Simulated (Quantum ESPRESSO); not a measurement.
## Ti2TaO5F3 (finding a planted mistake in a log)

Simulated, not a measurement. The program is pw.x of Quantum ESPRESSO 7.5 (plane-wave density functional theory). The cell is made up: 11 atoms on a rutile lattice with one site empty, with randomly drawn elements, strain and displacements, not relaxed. PseudoDojo standard norm-conserving files (v0.5 for PBE, v0.4.1 for LDA and PBEsol) set the functional; there is no spin polarisation, spin-orbit coupling or dispersion term, and the masses in the input are unused placeholders.

Intended input:

```
&control calculation='scf', pseudo_dir='./dojo.nc.sr.pbe.v0_5.standard.upf', outdir='./o', disk_io='low', tprnfor=.true., tstress=.true. /
&system ibrav=0, nat=11, ntyp=4, nbnd=50, ecutwfc=84.00895049, nosym=.true., tot_charge=0,
 occupations='smearing', smearing='fd', degauss=0.0018374661
/
&electrons conv_thr=7.350e-09, electron_maxstep=60, /
ATOMIC_SPECIES
F 1.0 F.upf
O 1.0 O.upf
Ta 1.0 Ta.upf
Ti 1.0 Ti.upf
CELL_PARAMETERS angstrom
4.8446 0.0 0.0
0.0 4.8446 0.0
0.0 0.0 6.245
ATOMIC_POSITIONS angstrom
Ti 0.0732 0.107 0.044
Ta 2.4631 2.5095 1.5763
Ti 2.345 2.5543 4.7082
O 1.5045 1.4144 -0.1433
O 3.3932 3.3481 0.0536
O 3.9745 1.1046 1.5076
O 0.9421 4.0513 1.63
O 1.6042 1.6162 3.155
F 3.371 3.3251 2.9972
F 3.8134 0.9389 4.5651
F 0.9859 3.7725 4.7325
K_POINTS automatic
5 5 4 1 1 1
```

The log is shortened where brackets say so; the opening notice, blank lines, dates and the lines on written files are dropped, and the path of the files is cut. It prints rydbergs, bohrs and kilobars, and counts compression as positive stress. Where no state is partly filled, the Fermi energy that it prints is only some level between the filled and the empty states on the mesh, and need not lie in the true gap.

Log of the intended run:

```
     Program PWSCF v.7.5
     Parallel version (MPI & OpenMP), running on       4 processor cores
     Number of MPI processes:                 4
     Threads/MPI process:                     1
     [start-up lines left out]
     bravais-lattice index     =            0
     lattice parameter (alat)  =       9.1550  a.u.
     unit-cell volume          =     989.1107 (a.u.)^3
     number of atoms/cell      =           11
     number of atomic types    =            4
     number of electrons       =        88.00
     number of Kohn-Sham states=           50
     kinetic-energy cutoff     =      84.0090  Ry
     charge density cutoff     =     336.0358  Ry
     scf convergence threshold =      7.3E-09
     mixing beta               =       0.7000
     number of iterations used =            8  plain     mixing
     Exchange-correlation= PBE
                           (   1   4   3   4   0   0   0)
     [axes and pseudopotential details left out]
   Cartesian axes
     site n.     atom                  positions (alat units)
         1        Ti     tau(   1) = (   0.0151096   0.0220864   0.0090823  )
         2        Ta     tau(   2) = (   0.5084217   0.5179994   0.3253726  )
         3        Ti     tau(   3) = (   0.4840441   0.5272468   0.9718449  )
         4        O      tau(   4) = (   0.3105520   0.2919539  -0.0295793  )
         5        O      tau(   5) = (   0.7004087   0.6910994   0.0110639  )
         6        O      tau(   6) = (   0.8203980   0.2280064   0.3111918  )
         7        O      tau(   7) = (   0.1944639   0.8362507   0.3364571  )
         8        O      tau(   8) = (   0.3311316   0.3336086   0.6512406  )
         9        F      tau(   9) = (   0.6958263   0.6863518   0.6186682  )
        10        F      tau(  10) = (   0.7871444   0.1938034   0.9423069  )
        11        F      tau(  11) = (   0.2035049   0.7787021   0.9768608  )
     number of k points=    50  Fermi-Dirac smearing, width (Ry)=  0.0018
                       cart. coord. in units 2pi/alat
        k(    1) = (   0.1000000   0.1000000   0.0969696), wk =   0.0400000
        k(    2) = (   0.1000000   0.1000000   0.2909087), wk =   0.0400000
     [further k points left out]
     Dense  grid:   102933 G-vectors     FFT dimensions: (  54,  54,  72)
     Estimated max dynamical RAM per process >     291.73 MB
     Estimated total dynamical RAM >       1.07 GB
     Initial potential from superposition of free atoms
     starting charge      87.9959, renormalised to      88.0000
     Starting wfcs are   62 randomized atomic wfcs
     total cpu time spent up to now is        4.4 secs
     per-process dynamical memory:   225.3 Mb
     Self-consistent Calculation
     iteration #  1     ecut=    84.01 Ry     beta= 0.70
     Davidson diagonalization with overlap
     ethr =  1.00E-02,  avg # of iterations =  2.0
     total cpu time spent up to now is       11.9 secs
     total energy              =    -678.98532759 Ry
     estimated scf accuracy    <       5.01803621 Ry
     iteration #  2     ecut=    84.01 Ry     beta= 0.70
     Davidson diagonalization with overlap
     ethr =  5.70E-03,  avg # of iterations =  6.6
     total cpu time spent up to now is       26.5 secs
     total energy              =    -671.64359928 Ry
     estimated scf accuracy    <      96.81642291 Ry
     [iterations 3 to 19 left out]
     iteration # 20     ecut=    84.01 Ry     beta= 0.70
     Davidson diagonalization with overlap
     ethr =  5.87E-11,  avg # of iterations =  4.9
     total cpu time spent up to now is      181.6 secs
     total energy              =    -681.85342185 Ry
     estimated scf accuracy    <          8.7E-09 Ry
     iteration # 21     ecut=    84.01 Ry     beta= 0.70
     Davidson diagonalization with overlap
     ethr =  9.89E-12,  avg # of iterations =  4.9
     total cpu time spent up to now is      191.0 secs
     End of self-consistent calculation
     [lines on levels left out]
     the Fermi energy is     6.1687 ev
!    total energy              =    -681.85342185 Ry
     estimated scf accuracy    <          1.6E-09 Ry
     smearing contrib. (-TS)   =      -0.00000000 Ry
     internal energy E=F+TS    =    -681.85342185 Ry
     The total energy is F=E-TS. E is the sum of the following terms:
     one-electron contribution =    -308.10739714 Ry
     hartree contribution      =     189.93289479 Ry
     xc contribution           =    -138.50423342 Ry
     ewald contribution        =    -425.17468608 Ry
     convergence has been achieved in  21 iterations
     Forces acting on atoms (cartesian axes, Ry/au):
     atom    1 type  4   force =    -0.03104121    0.02084871    0.18076727
     atom    2 type  3   force =    -0.06606507   -0.08553782   -0.00604984
     atom    3 type  4   force =    -0.00129122   -0.15237027   -0.04475427
     atom    4 type  2   force =     0.01972934    0.05196145    0.00060823
     atom    5 type  2   force =    -0.00804891    0.02422489   -0.05405429
     atom    6 type  2   force =    -0.03703604    0.00799409   -0.10951689
     atom    7 type  2   force =     0.04279440   -0.04924984   -0.13695755
     atom    8 type  2   force =     0.05182706    0.07279941    0.02381899
     atom    9 type  1   force =     0.04455797    0.05684244    0.06517270
     atom   10 type  1   force =     0.00250826    0.01967253    0.06277246
     atom   11 type  1   force =    -0.01793459    0.03281443    0.01819320
     Total force =     0.371754     Total SCF correction =     0.000098
     Computing stress (Cartesian axis) and pressure
          total   stress  (Ry/bohr**3)                   (kbar)     P=     -142.70
  -0.00079445   0.00034747  -0.00000879         -116.87       51.11       -1.29
   0.00034747  -0.00086243  -0.00001990           51.11     -126.87       -2.93
  -0.00000879  -0.00001990  -0.00125322           -1.29       -2.93     -184.36
     init_run     :      4.12s CPU      4.29s WALL (       1 calls)
     electrons    :    185.31s CPU    186.59s WALL (       1 calls)
     forces       :      1.60s CPU      1.62s WALL (       1 calls)
     stress       :      5.36s CPU      5.52s WALL (       1 calls)
     [timing details left out]
     PWSCF        :   3m16.57s CPU   3m18.28s WALL
     JOB DONE.
```

A second run was made from an input with one planted mistake. Its log:

```
     Program PWSCF v.7.5
     Parallel version (MPI & OpenMP), running on       4 processor cores
     Number of MPI processes:                 4
     Threads/MPI process:                     1
     [start-up lines left out]
     bravais-lattice index     =            0
     lattice parameter (alat)  =       9.1550  a.u.
     unit-cell volume          =     989.1107 (a.u.)^3
     number of atoms/cell      =           11
     number of atomic types    =            4
     number of electrons       =        88.00
     number of Kohn-Sham states=           50
     kinetic-energy cutoff     =      84.0090  Ry
     charge density cutoff     =     336.0358  Ry
     scf convergence threshold =      4.4E-02
     mixing beta               =       0.7000
     number of iterations used =            8  plain     mixing
     Exchange-correlation= PBE
                           (   1   4   3   4   0   0   0)
     [axes and pseudopotential details left out]
   Cartesian axes
     site n.     atom                  positions (alat units)
         1        Ti     tau(   1) = (   0.0151096   0.0220864   0.0090823  )
         2        Ta     tau(   2) = (   0.5084217   0.5179994   0.3253726  )
         3        Ti     tau(   3) = (   0.4840441   0.5272468   0.9718449  )
         4        O      tau(   4) = (   0.3105520   0.2919539  -0.0295793  )
         5        O      tau(   5) = (   0.7004087   0.6910994   0.0110639  )
         6        O      tau(   6) = (   0.8203980   0.2280064   0.3111918  )
         7        O      tau(   7) = (   0.1944639   0.8362507   0.3364571  )
         8        O      tau(   8) = (   0.3311316   0.3336086   0.6512406  )
         9        F      tau(   9) = (   0.6958263   0.6863518   0.6186682  )
        10        F      tau(  10) = (   0.7871444   0.1938034   0.9423069  )
        11        F      tau(  11) = (   0.2035049   0.7787021   0.9768608  )
     number of k points=    50  Fermi-Dirac smearing, width (Ry)=  0.0018
                       cart. coord. in units 2pi/alat
        k(    1) = (   0.1000000   0.1000000   0.0969696), wk =   0.0400000
        k(    2) = (   0.1000000   0.1000000   0.2909087), wk =   0.0400000
     [further k points left out]
     Dense  grid:   102933 G-vectors     FFT dimensions: (  54,  54,  72)
     Estimated max dynamical RAM per process >     291.73 MB
     Estimated total dynamical RAM >       1.07 GB
     Initial potential from superposition of free atoms
     starting charge      87.9959, renormalised to      88.0000
     Starting wfcs are   62 randomized atomic wfcs
     total cpu time spent up to now is        4.3 secs
     per-process dynamical memory:   225.3 Mb
     Self-consistent Calculation
     iteration #  1     ecut=    84.01 Ry     beta= 0.70
     Davidson diagonalization with overlap
     ethr =  1.00E-02,  avg # of iterations =  2.0
     total cpu time spent up to now is       11.4 secs
     total energy              =    -678.98532759 Ry
     estimated scf accuracy    <       5.01803621 Ry
     iteration #  2     ecut=    84.01 Ry     beta= 0.70
     Davidson diagonalization with overlap
     ethr =  5.70E-03,  avg # of iterations =  6.6
     total cpu time spent up to now is       25.6 secs
     total energy              =    -671.64359928 Ry
     estimated scf accuracy    <      96.81642291 Ry
     [iterations 3 to 5 left out]
     iteration #  6     ecut=    84.01 Ry     beta= 0.70
     Davidson diagonalization with overlap
     ethr =  7.56E-04,  avg # of iterations =  1.2
     total cpu time spent up to now is       58.5 secs
     total energy              =    -681.80049874 Ry
     estimated scf accuracy    <       0.32211930 Ry
     iteration #  7     ecut=    84.01 Ry     beta= 0.70
     Davidson diagonalization with overlap
     ethr =  3.66E-04,  avg # of iterations = 11.0
     total cpu time spent up to now is       69.2 secs
     End of self-consistent calculation
     [lines on levels left out]
     the Fermi energy is     6.3083 ev
!    total energy              =    -681.82746402 Ry
     estimated scf accuracy    <       0.03010581 Ry
     smearing contrib. (-TS)   =      -0.00000000 Ry
     internal energy E=F+TS    =    -681.82746402 Ry
     The total energy is F=E-TS. E is the sum of the following terms:
     one-electron contribution =    -307.14729049 Ry
     hartree contribution      =     188.77691704 Ry
     xc contribution           =    -138.28240449 Ry
     ewald contribution        =    -425.17468608 Ry
     convergence has been achieved in   7 iterations
     Forces acting on atoms (cartesian axes, Ry/au):
     atom    1 type  4   force =    -0.03114076    0.02180405    0.17205630
     atom    2 type  3   force =    -0.06710084   -0.08736344   -0.01265194
     atom    3 type  4   force =    -0.00159602   -0.15299587   -0.03882625
     atom    4 type  2   force =     0.02139745    0.05282598    0.00430988
     atom    5 type  2   force =    -0.00973830    0.02412035   -0.04619578
     atom    6 type  2   force =    -0.04295326    0.01467127   -0.10207781
     atom    7 type  2   force =     0.04850358   -0.05490152   -0.13018241
     atom    8 type  2   force =     0.04859405    0.06934495    0.01463834
     atom    9 type  1   force =     0.04812668    0.05959177    0.06159503
     atom   10 type  1   force =     0.00153190    0.02191456    0.06123986
     atom   11 type  1   force =    -0.01562448    0.03098789    0.01609480
     Total force =     0.363146     Total SCF correction =     0.435212
     SCF correction compared to forces is large: reduce conv_thr to get better values
     Computing stress (Cartesian axis) and pressure
          total   stress  (Ry/bohr**3)                   (kbar)     P=     -242.87
  -0.00145727   0.00053706  -0.00005232         -214.37       79.00       -7.70
   0.00053706  -0.00151122  -0.00004706           79.00     -222.31       -6.92
  -0.00005232  -0.00004706  -0.00198443           -7.70       -6.92     -291.92
     init_run     :      4.01s CPU      4.18s WALL (       1 calls)
     electrons    :     64.00s CPU     64.90s WALL (       1 calls)
     forces       :      1.59s CPU      1.61s WALL (       1 calls)
     stress       :      5.40s CPU      5.55s WALL (       1 calls)
     [timing details left out]
     PWSCF        :   1m15.12s CPU   1m16.44s WALL
     JOB DONE.
```

Question: what was wrong in the second input?

Answer: the self-consistency threshold is too loose. The input lines that differ, file-writing options aside:

```
- &electrons conv_thr=7.350e-09, electron_maxstep=60, /
+ &electrons conv_thr=4.410e-02, electron_maxstep=60, /
```

```
                                            intended run  run with the mistake
                          free energy (eV)     -9277.088             -9276.735
                    smearing term -TS (eV)        0.0000                0.0000
                            pressure (GPa)        -14.27                -24.29
            largest force component (eV/Å)         4.648                 4.424
largest change of a force component (eV/Å)                               0.236
                                iterations            21                     7
```

For scale, a rerun of the intended cell at a cutoff of 1437 eV and k mesh 7 x 7 x 6 moved values by no more than 0.004 eV in energy, 0.03 GPa in stress and 0.003 eV/Å in force.